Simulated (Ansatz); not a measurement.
CdS (zinc blende)

```yaml
crystal:
  lattice:
    - [0.00000, 5.92662, 5.92662]
    - [2.96331, 2.96331, 5.92662]
    - [2.96331, 2.96331, 0.00000]
  atoms:
    - { symbol: S, position: [0.00000, 0.75000, 0.75000] }
    - { symbol: S, position: [0.50000, 0.75000, 0.75000] }
    - { symbol: Cd, position: [0.00000, 0.00000, 0.00000] }
    - { symbol: Cd, position: [0.50000, 0.00000, 0.00000] }
```

The atoms are displaced by Q × the pattern below (from a DFPT mode at X = (0.5, 0.5, 0.0), largest move 1; Q in Å), at fixed cell. (q is in reciprocal vectors of the primitive cell; the cell shown is doubled to hold the pattern.)

| atom | x | y | z |
|---|---|---|---|
| S1 | 0.000 | 0.000 | -1.000 |
| S2 | 0.000 | 0.000 | 1.000 |

Atoms not listed stay in place.

Calculation: PBE (plane waves to 420 eV, PAW, scalar-relativistic; Ansatz, a quantum-chemistry and plane-wave program). k mesh 10×10×10 (Γ-centred), Fermi-Dirac smearing 0.05 eV. CdS was relaxed with its symmetry unable to fall. 

| Q (Å) | −dE/dQ from forces (eV/Å) |
|---|---|
| -0.280 | 4.751 |
| -0.233 | 3.987 |
| -0.187 | 3.206 |
| -0.140 | 2.414 |
| -0.093 | 1.614 |
| -0.047 | 0.808 |
| 0.000 | 0.000 |
| 0.047 | -0.808 |
| 0.093 | -1.614 |
| 0.140 | -2.414 |
| 0.187 | -3.206 |
| 0.233 | -3.987 |
| 0.280 | -4.751 |

Problem. What harmonic wavenumber does the curvature at Q = 0 give?

Solution. 271 cm⁻¹. E″ = 17.33 eV/Å², M = Σ mᵢ|uᵢ|² = 64.1 u, ν̃ = 521.5·√(|E″|/M).

(A displaced cell: forces are minus the slopes of the energy, force constants its curvatures, and phonons follow from these.)
